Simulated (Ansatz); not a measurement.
Geometry optimisation in Ansatz: input, command and trajectory.

```yaml
crystal:
  lattice:
    - [1.7496395933, 1.0101548902, 7.1412334128]
    - [-1.7496395933, 1.0101548902, 7.1412334128]
    - [0.0, -2.0203097804, 7.1412334128]
  atoms:
    - { symbol: Cr, position: [0.5, 0.5, 0.5], spin: 2.83 }
    - { symbol: S, position: [0.892167428, 0.892167428, 0.892167428] }
    - { symbol: S, position: [0.107832572, 0.107832572, 0.107832572] }
    - { symbol: Au, position: [0.0, 0.0, 0.0] }
basis:
  ecutwfc: 420
kpoints:
  mp_grid: { grid: [12, 12, 12] }
hamiltonian:
  xc: pbesol
scf:
  occupations: { method: gaussian, width: 0.02 }
output:
  forces: true
  stress: true
  eigenvalues: true
  populations: true
  write_density: true
  write_potential: true
  elf: true
  volumetric_format: npy
magnetization:
  spin_polarized: true
relax:
  adjacent_minimum: "off"
  f_tol: 0.01
  max_steps: 30
  cell: { stress_tol: 0.1, fix: [volume] }
```

```bash
ansatz run input.yaml --threads 1 --pin off --max-ram 2560MiB --backend cpu --events-out ev --progress --plain --runs-dir out
```

These are results of Ansatz 0.2.0, DFT PBEsol, scalar-relativistic, plane waves, PAW, not measurements.

The volume is held at 1.03 times that of the relaxed cell.

Of 4 frames 3 are shown, positions in Å and forces in eV/Å; the SCF threshold varies from step to step. Steps run on the plane waves of an earlier cell, with a Pulay correction in the pressure. The basis is chosen afresh for the last frame, the zero of the energies, and at times for earlier ones too; energy and pressure step there, also at an unchanged geometry.

```xyz
4
Lattice="1.7496 1.0102 7.1412 -1.7496 1.0102 7.1412 0.0000 -2.0203 7.1412" Properties=species:S:1:pos:R:3:forces:R:3 pbc="T T T" step=1 free_energy_over_end_meV_per_atom=1.38 pressure_GPa=-2.94
Cr    0.0000    0.0000   10.7119    0.0000    0.0000    0.0000
S     0.0000    0.0000   19.1135    0.0000    0.0000   -0.0060
S     0.0000    0.0000    2.3102    0.0000    0.0000    0.0060
Au    0.0000    0.0000    0.0000    0.0000    0.0000    0.0000
4
Lattice="1.7585 1.0152 7.0698 -1.7585 1.0152 7.0698 0.0000 -2.0305 7.0698" Properties=species:S:1:pos:R:3:forces:R:3 pbc="T T T" step=2 free_energy_over_end_meV_per_atom=0.06 pressure_GPa=-2.16
Cr    0.0000    0.0000   10.6048    0.0000    0.0000    0.0000
S     0.0000    0.0000   18.9102    0.0000    0.0000    0.0697
S     0.0000    0.0000    2.2994    0.0000    0.0000   -0.0697
Au    0.0000    0.0000    0.0000    0.0000    0.0000    0.0000
4
Lattice="1.7583 1.0152 7.0709 -1.7583 1.0152 7.0709 0.0000 -2.0303 7.0709" Properties=species:S:1:pos:R:3:forces:R:3 pbc="T T T" step=4 free_energy_over_end_meV_per_atom=0.00 pressure_GPa=-2.17
Cr    0.0000    0.0000   10.6064    0.0000    0.0000    0.0000
S     0.0000    0.0000   18.9161    0.0000    0.0000    0.0097
S     0.0000    0.0000    2.2966    0.0000    0.0000   -0.0097
Au    0.0000    0.0000    0.0000    0.0000    0.0000    0.0000
```

The run took 110 s on 1 thread of Intel(R) Xeon(R) 6975P-C (Granite Rapids) (shared host), peak memory 0.87 GiB.

Spin-orbit coupling is left out, which matters for the bands of heavy elements. The cell holds one magnetic atom, so it can only be ferromagnetic; an antiferromagnetic order may lie lower.